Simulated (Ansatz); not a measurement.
VSb2 in space group I4/mcm (No. 140; Sb on 8h, V on 4a), the program Ansatz at the PBEsol level (PAW), all energies at zero smearing, with the estimated change up to a 700 eV cutoff added, with one set of potentials and settings (totals compare only within such a set). Cell of 6 atoms (4 Sb, 2 V): -31403.698 eV.

| element | reference phase | E (eV/atom) |
|---|---|---|
| Sb | R-3m, 2 atoms in the cell | -6408.0873 |
| V | Im-3m, 1 atoms in the cell | -2885.2930 |

Formation energy per atom, worked out: (-31403.698 − 4×(-6408.0873) − 2×(-2885.2930))/6 = -0.127 eV/atom (-12 kJ per mol of atoms), at 0 K, without zero-point energy or fitted corrections.

The workflow started from an entry of the Crystallography Open Database (COD, 293 K). Whether it is the stable phase at ambient conditions was not checked. The PBEsol relaxation kept the symmetry of its start; whether a distortion lowers the energy is not shown. The workflow began spin-polarised and lost its moments. The references are the lowest solids computed at this level, not always the standard phases. Spin–orbit coupling is left out wherever it is not named.

Potentials: the later of the program's two PAW sets.
